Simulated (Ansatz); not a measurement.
Geometry optimisation in Ansatz: input, command and trajectory.

```yaml
crystal:
  lattice:
    - [3.5429107179, 0.0, -0.0289520504]
    - [0.0, 6.2030735434, 0.0]
    - [-3.498316838, 0.0, 8.3119552419]
  atoms:
    - { symbol: H, position: [0.7057470086, 0.8294675021, 0.9010411173] }
    - { symbol: H, position: [0.2942529914, 0.3294675021, 0.5989588827] }
    - { symbol: H, position: [0.2942529914, 0.1705324979, 0.0989588827] }
    - { symbol: H, position: [0.7057470086, 0.6705324979, 0.4010411173] }
    - { symbol: H, position: [0.9788450297, 0.6174190189, 0.1285361011] }
    - { symbol: H, position: [0.0211549703, 0.1174190189, 0.3714638989] }
    - { symbol: H, position: [0.0211549703, 0.3825809811, 0.8714638989] }
    - { symbol: H, position: [0.9788450297, 0.8825809811, 0.6285361011] }
    - { symbol: C, position: [0.1092636038, 0.780742482, 0.139565833] }
    - { symbol: C, position: [0.8907363962, 0.280742482, 0.360434167] }
    - { symbol: C, position: [0.8907363962, 0.219257518, 0.860434167] }
    - { symbol: C, position: [0.1092636038, 0.719257518, 0.639565833] }
    - { symbol: "N", position: [0.9360742879, 0.8962892718, 0.0041738615] }
    - { symbol: "N", position: [0.0639257121, 0.3962892718, 0.4958261385] }
    - { symbol: "N", position: [0.0639257121, 0.1037107282, 0.9958261385] }
    - { symbol: "N", position: [0.9360742879, 0.6037107282, 0.5041738615] }
    - { symbol: O, position: [0.38740501, 0.8496340985, 0.2652634615] }
    - { symbol: O, position: [0.61259499, 0.3496340985, 0.2347365385] }
    - { symbol: O, position: [0.61259499, 0.1503659015, 0.7347365385] }
    - { symbol: O, position: [0.38740501, 0.6503659015, 0.7652634615] }
basis:
  ecutwfc: 500
kpoints:
  mp_grid: { grid: [6, 4, 4] }
hamiltonian:
  xc: r2scan
scf:
  occupations: { method: gaussian, width: 0.02 }
output:
  forces: true
  stress: true
  eigenvalues: true
relax:
  adjacent_minimum: "off"
  f_tol: 0.02
  max_steps: 50
  cell: { stress_tol: 0.03 }
```

```bash
ansatz run input.yaml --threads 4 --pin off --max-ram 9216MiB --backend cpu --events-out ev --progress --plain --runs-dir out
```

Level of theory: Ansatz, DFT r2SCAN, scalar-relativistic, plane waves, PAW.

Of 9 frames 9 are shown, positions in Å and forces in eV/Å; the SCF threshold varies from step to step. Steps run on the plane waves of an earlier cell, with a Pulay correction in the pressure. The basis is chosen afresh for the last frame, the zero of the energies, and can be on the way; energy and pressure step there, also at an unchanged geometry.

```xyz
20
Lattice="3.5429 0.0000 -0.0290 0.0000 6.2031 0.0000 -3.4983 0.0000 8.3120" Properties=species:S:1:pos:R:3:forces:R:3 pbc="T T T" step=1 free_energy_over_end_meV_per_atom=1.71 pressure_GPa=-2.37
H    -0.6517    5.1452    7.4690    0.1610    0.1590    0.2780
H    -1.0528    2.0437    4.9700   -0.1610    0.1590   -0.2780
H     0.6963    1.0578    0.8140   -0.1610   -0.1590   -0.2780
H     1.0974    4.1594    3.3130    0.1610   -0.1590    0.2780
H     3.0183    3.8299    1.0400    0.0830    0.2100    0.0190
H    -1.2245    0.7284    3.0870   -0.0830    0.2100   -0.0190
H    -2.9737    2.3732    7.2430   -0.0830   -0.2100   -0.0190
H     1.2691    5.4747    5.1960    0.0830   -0.2100    0.0190
C    -0.1011    4.8430    1.1569    0.1130    0.1950    0.1240
C     1.8949    1.7415    2.9701   -0.1130    0.1950   -0.1240
C     0.1457    1.3601    7.1261   -0.1130   -0.1950   -0.1240
C    -1.8503    4.4616    5.3129    0.1130   -0.1950    0.1240
N     3.3018    5.5597    0.0076   -0.0850   -0.2300   -0.0060
N    -1.5081    2.4582    4.1194    0.0850   -0.2300    0.0060
N    -3.2572    0.6433    8.2754    0.0850    0.2300    0.0060
N     1.5527    3.7449    4.1636   -0.0850    0.2300   -0.0060
O     0.4446    5.2703    2.1936   -0.2340   -0.1490   -0.5180
O     1.3492    2.1688    1.9334    0.2340   -0.1490    0.5180
O    -0.4000    0.9327    6.0894    0.2340    0.1490    0.5180
O    -1.3046    4.0343    6.3496   -0.2340    0.1490   -0.5180
20
Lattice="3.5309 0.0000 -0.0295 0.0000 6.2035 0.0000 -3.4878 0.0000 8.2959" Properties=species:S:1:pos:R:3:forces:R:3 pbc="T T T" step=2 free_energy_over_end_meV_per_atom=0.36 pressure_GPa=-0.66
H    -0.6484    5.1516    7.4518    0.0830    0.0990    0.1310
H    -1.0525    2.0499    4.9625   -0.0830    0.0990   -0.1310
H     0.6914    1.0519    0.8146   -0.0830   -0.0990   -0.1310
H     1.0955    4.1536    3.3039    0.0830   -0.0990    0.1310
H     3.0072    3.8374    1.0318    0.0250    0.0520    0.0040
H    -1.2202    0.7357    3.0866   -0.0250    0.0520   -0.0040
H    -2.9642    2.3661    7.2345   -0.0250   -0.0520   -0.0040
H     1.2633    5.4678    5.1798    0.0250   -0.0520    0.0040
C    -0.0989    4.8449    1.1476    0.0400    0.0640    0.0440
C     1.8859    1.7431    2.9709   -0.0400    0.0640   -0.0440
C     0.1420    1.3586    7.1188   -0.0400   -0.0640   -0.0440
C    -1.8429    4.4604    5.2955    0.0400   -0.0640    0.0440
N     3.2899    5.5610    0.0038   -0.0650   -0.0990   -0.0520
N    -1.5030    2.4592    4.1147    0.0650   -0.0990    0.0520
N    -3.2469    0.6425    8.2626    0.0650    0.0990    0.0520
N     1.5460    3.7443    4.1517   -0.0650    0.0990   -0.0520
O     0.4505    5.2689    2.1766   -0.0760   -0.0220   -0.1640
O     1.3364    2.1672    1.9418    0.0760   -0.0220    0.1640
O    -0.4075    0.9346    6.0898    0.0760    0.0220    0.1640
O    -1.2934    4.0363    6.3246   -0.0760    0.0220   -0.1640
20
Lattice="3.5217 0.0000 -0.0265 0.0000 6.2165 0.0000 -3.4717 0.0000 8.3011" Properties=species:S:1:pos:R:3:forces:R:3 pbc="T T T" step=3 free_energy_over_end_meV_per_atom=0.07 pressure_GPa=0.14
H    -0.6353    5.1706    7.4577    0.0220    0.0450    0.0110
H    -1.0505    2.0624    4.9675   -0.0220    0.0450   -0.0110
H     0.6853    1.0459    0.8169   -0.0220   -0.0450   -0.0110
H     1.1006    4.1541    3.3071    0.0220   -0.0450    0.0110
H     3.0084    3.8485    1.0246   -0.0120   -0.0150    0.0030
H    -1.2225    0.7402    3.0994    0.0120   -0.0150   -0.0030
H    -2.9584    2.3681    7.2500    0.0120    0.0150   -0.0030
H     1.2726    5.4763    5.1752   -0.0120    0.0150    0.0030
C    -0.0950    4.8563    1.1399    0.0260   -0.0140    0.0310
C     1.8809    1.7480    2.9842   -0.0260   -0.0140   -0.0310
C     0.1451    1.3603    7.1347   -0.0260    0.0140   -0.0310
C    -1.8309    4.4685    5.2904    0.0260    0.0140    0.0310
N     3.2814    5.5741    0.0033   -0.0210   -0.0230   -0.0250
N    -1.4956    2.4659    4.1207    0.0210   -0.0230    0.0250
N    -3.2314    0.6424    8.2713    0.0210    0.0230    0.0250
N     1.5456    3.7506    4.1539   -0.0210    0.0230   -0.0250
O     0.4543    5.2789    2.1663   -0.0080    0.0230   -0.0060
O     1.3316    2.1706    1.9578    0.0080    0.0230    0.0060
O    -0.4043    0.9376    6.1083    0.0080   -0.0230    0.0060
O    -1.2815    4.0459    6.3168   -0.0080   -0.0230   -0.0060
20
Lattice="3.5184 0.0000 -0.0204 0.0000 6.2321 0.0000 -3.4541 0.0000 8.3100" Properties=species:S:1:pos:R:3:forces:R:3 pbc="T T T" step=4 free_energy_over_end_meV_per_atom=0.04 pressure_GPa=0.11
H    -0.6167    5.1878    7.4718    0.0100    0.0280   -0.0080
H    -1.0460    2.0718    4.9728   -0.0100    0.0280    0.0080
H     0.6810    1.0443    0.8178   -0.0100   -0.0280    0.0080
H     1.1104    4.1604    3.3168    0.0100   -0.0280   -0.0080
H     3.0068    3.8640    1.0325    0.0120   -0.0230   -0.0100
H    -1.2154    0.7479    3.1021   -0.0120   -0.0230    0.0100
H    -2.9425    2.3681    7.2571   -0.0120    0.0230    0.0100
H     1.2797    5.4842    5.1875    0.0120    0.0230   -0.0100
C    -0.0892    4.8705    1.1386   -0.0380   -0.0020    0.0560
C     1.8806    1.7544    2.9960    0.0380   -0.0020   -0.0560
C     0.1535    1.3617    7.1510    0.0380    0.0020   -0.0560
C    -1.8163    4.4777    5.2936   -0.0380    0.0020    0.0560
N     3.2802    5.5890    0.0086   -0.0080   -0.0250   -0.0170
N    -1.4889    2.4729    4.1260    0.0080   -0.0250    0.0170
N    -3.2159    0.6431    8.2809    0.0080    0.0250    0.0170
N     1.5532    3.7592    4.1636   -0.0080    0.0250   -0.0170
O     0.4566    5.2961    2.1650    0.0220    0.0060    0.0070
O     1.3348    2.1800    1.9695   -0.0220    0.0060   -0.0070
O    -0.3923    0.9361    6.1245   -0.0220   -0.0060   -0.0070
O    -1.2705    4.0522    6.3200    0.0220   -0.0060    0.0070
20
Lattice="3.5154 0.0000 -0.0160 0.0000 6.2397 0.0000 -3.4408 0.0000 8.3080" Properties=species:S:1:pos:R:3:forces:R:3 pbc="T T T" step=5 free_energy_over_end_meV_per_atom=0.01 pressure_GPa=0.03
H    -0.6034    5.1965    7.4740   -0.0060    0.0080   -0.0190
H    -1.0423    2.0767    4.9720    0.0060    0.0080    0.0190
H     0.6781    1.0431    0.8180    0.0060   -0.0080    0.0190
H     1.1170    4.1630    3.3200   -0.0060   -0.0080   -0.0190
H     3.0125    3.8681    1.0367   -0.0070    0.0020   -0.0020
H    -1.2175    0.7483    3.1013    0.0070    0.0020    0.0020
H    -2.9379    2.3715    7.2553    0.0070   -0.0020    0.0020
H     1.2921    5.4914    5.1907   -0.0070   -0.0020   -0.0020
C    -0.0891    4.8785    1.1403    0.0200   -0.0200    0.0130
C     1.8841    1.7587    2.9977   -0.0200   -0.0200   -0.0130
C     0.1637    1.3611    7.1517   -0.0200    0.0200   -0.0130
C    -1.8095    4.4810    5.2943    0.0200    0.0200    0.0130
N     3.2778    5.5962    0.0133   -0.0020   -0.0190    0.0130
N    -1.4827    2.4764    4.1247    0.0020   -0.0190   -0.0130
N    -3.2031    0.6434    8.2787    0.0020    0.0190   -0.0130
N     1.5574    3.7632    4.1673   -0.0020    0.0190    0.0130
O     0.4588    5.3050    2.1652   -0.0010    0.0050    0.0090
O     1.3362    2.1852    1.9728    0.0010    0.0050   -0.0090
O    -0.3842    0.9347    6.1268    0.0010   -0.0050   -0.0090
O    -1.2616    4.0545    6.3192   -0.0010   -0.0050    0.0090
20
Lattice="3.5145 0.0000 -0.0160 0.0000 6.2372 0.0000 -3.4399 0.0000 8.3017" Properties=species:S:1:pos:R:3:forces:R:3 pbc="T T T" step=6 free_energy_over_end_meV_per_atom=0.00 pressure_GPa=0.02
H    -0.6030    5.1941    7.4675   -0.0060    0.0010   -0.0130
H    -1.0423    2.0755    4.9691    0.0060    0.0010    0.0130
H     0.6776    1.0431    0.8182    0.0060   -0.0010    0.0130
H     1.1169    4.1617    3.3166   -0.0060   -0.0010   -0.0130
H     3.0132    3.8650    1.0368    0.0000    0.0030   -0.0020
H    -1.2186    0.7464    3.0981    0.0000    0.0030    0.0020
H    -2.9385    2.3722    7.2489    0.0000   -0.0030    0.0020
H     1.2932    5.4908    5.1876    0.0000   -0.0030   -0.0020
C    -0.0868    4.8752    1.1402    0.0010   -0.0030    0.0010
C     1.8814    1.7566    2.9947   -0.0010   -0.0030   -0.0010
C     0.1614    1.3620    7.1455   -0.0010    0.0030   -0.0010
C    -1.8068    4.4806    5.2910    0.0010    0.0030    0.0010
N     3.2777    5.5934    0.0133    0.0030   -0.0130    0.0170
N    -1.4831    2.4748    4.1216   -0.0030   -0.0130   -0.0170
N    -3.2030    0.6438    8.2724   -0.0030    0.0130   -0.0170
N     1.5577    3.7624    4.1641    0.0030    0.0130    0.0170
O     0.4602    5.3024    2.1654    0.0010    0.0040    0.0000
O     1.3344    2.1838    1.9695   -0.0010    0.0040    0.0000
O    -0.3856    0.9349    6.1203   -0.0010   -0.0040    0.0000
O    -1.2597    4.0535    6.3162    0.0010   -0.0040    0.0000
20
Lattice="3.5142 0.0000 -0.0146 0.0000 6.2381 0.0000 -3.4365 0.0000 8.2985" Properties=species:S:1:pos:R:3:forces:R:3 pbc="T T T" step=7 free_energy_over_end_meV_per_atom=-0.01 pressure_GPa=0.00
H    -0.5998    5.1951    7.4651    0.0000    0.0020    0.0000
H    -1.0407    2.0761    4.9680    0.0000    0.0020    0.0000
H     0.6776    1.0430    0.8188    0.0000   -0.0020    0.0000
H     1.1184    4.1620    3.3158    0.0000   -0.0020    0.0000
H     3.0148    3.8653    1.0376    0.0010    0.0010   -0.0010
H    -1.2188    0.7463    3.0970   -0.0010    0.0010    0.0010
H    -2.9370    2.3728    7.2462   -0.0010   -0.0010    0.0010
H     1.2965    5.4918    5.1868    0.0010   -0.0010   -0.0010
C    -0.0853    4.8756    1.1398   -0.0020    0.0020   -0.0030
C     1.8813    1.7566    2.9948    0.0020    0.0020    0.0030
C     0.1630    1.3625    7.1440    0.0020   -0.0020    0.0030
C    -1.8036    4.4815    5.2891   -0.0020   -0.0020   -0.0030
N     3.2779    5.5940    0.0145   -0.0010   -0.0100    0.0020
N    -1.4819    2.4750    4.1201    0.0010   -0.0100   -0.0020
N    -3.2001    0.6441    8.2693    0.0010    0.0100   -0.0020
N     1.5596    3.7631    4.1638   -0.0010    0.0100    0.0020
O     0.4617    5.3030    2.1649    0.0020    0.0010    0.0010
O     1.3343    2.1840    1.9697   -0.0020    0.0010   -0.0010
O    -0.3840    0.9350    6.1189   -0.0020   -0.0010   -0.0010
O    -1.2566    4.0541    6.3141    0.0020   -0.0010    0.0010
20
Lattice="3.5141 0.0000 -0.0130 0.0000 6.2392 0.0000 -3.4326 0.0000 8.2946" Properties=species:S:1:pos:R:3:forces:R:3 pbc="T T T" step=8 free_energy_over_end_meV_per_atom=-0.01 pressure_GPa=-0.01
H    -0.5959    5.1965    7.4625    0.0000    0.0000    0.0030
H    -1.0389    2.0769    4.9664    0.0000    0.0000   -0.0030
H     0.6774    1.0427    0.8191    0.0000    0.0000   -0.0030
H     1.1204    4.1623    3.3152    0.0000    0.0000    0.0030
H     3.0170    3.8657    1.0383    0.0010    0.0000    0.0000
H    -1.2192    0.7460    3.0960   -0.0010    0.0000    0.0000
H    -2.9355    2.3736    7.2433   -0.0010    0.0000    0.0000
H     1.3007    5.4932    5.1857    0.0010    0.0000    0.0000
C    -0.0837    4.8762    1.1392   -0.0020    0.0030   -0.0040
C     1.8814    1.7566    2.9951    0.0020    0.0030    0.0040
C     0.1651    1.3630    7.1424    0.0020   -0.0030    0.0040
C    -1.8000    4.4826    5.2866   -0.0020   -0.0030   -0.0040
N     3.2782    5.5948    0.0159    0.0000   -0.0020   -0.0030
N    -1.4805    2.4752    4.1184    0.0000   -0.0020    0.0030
N    -3.1968    0.6444    8.2657    0.0000    0.0020    0.0030
N     1.5619    3.7640    4.1633    0.0000    0.0020   -0.0030
O     0.4636    5.3037    2.1641    0.0010   -0.0010    0.0010
O     1.3342    2.1841    1.9702   -0.0010   -0.0010   -0.0010
O    -0.3822    0.9355    6.1175   -0.0010    0.0010   -0.0010
O    -1.2527    4.0551    6.3114    0.0010    0.0010    0.0010
20
Lattice="3.5141 0.0000 -0.0130 0.0000 6.2392 0.0000 -3.4326 0.0000 8.2946" Properties=species:S:1:pos:R:3:forces:R:3 pbc="T T T" step=9 free_energy_over_end_meV_per_atom=0.00 pressure_GPa=0.00
H    -0.5959    5.1965    7.4625    0.0000   -0.0010    0.0030
H    -1.0389    2.0769    4.9664    0.0000   -0.0010   -0.0030
H     0.6774    1.0427    0.8191    0.0000    0.0010   -0.0030
H     1.1204    4.1623    3.3152    0.0000    0.0010    0.0030
H     3.0170    3.8657    1.0383    0.0010    0.0000    0.0000
H    -1.2192    0.7460    3.0960   -0.0010    0.0000    0.0000
H    -2.9355    2.3736    7.2433   -0.0010    0.0000    0.0000
H     1.3007    5.4932    5.1857    0.0010    0.0000    0.0000
C    -0.0837    4.8762    1.1392   -0.0020    0.0030   -0.0040
C     1.8814    1.7566    2.9951    0.0020    0.0030    0.0040
C     0.1651    1.3630    7.1424    0.0020   -0.0030    0.0040
C    -1.8000    4.4826    5.2866   -0.0020   -0.0030   -0.0040
N     3.2782    5.5948    0.0159    0.0000   -0.0020   -0.0020
N    -1.4805    2.4752    4.1184    0.0000   -0.0020    0.0020
N    -3.1968    0.6444    8.2657    0.0000    0.0020    0.0020
N     1.5619    3.7640    4.1633    0.0000    0.0020   -0.0020
O     0.4636    5.3037    2.1641    0.0010   -0.0010    0.0010
O     1.3342    2.1841    1.9702   -0.0010   -0.0010   -0.0010
O    -0.3822    0.9355    6.1175   -0.0010    0.0010   -0.0010
O    -1.2527    4.0551    6.3114    0.0010    0.0010    0.0010
```

Time: 100 s on 4 threads of Arm Neoverse V2, with other jobs on the host, peak memory 1.2 GiB.

The cell holds molecules, and where no dispersion correction was added their binding is poorly described.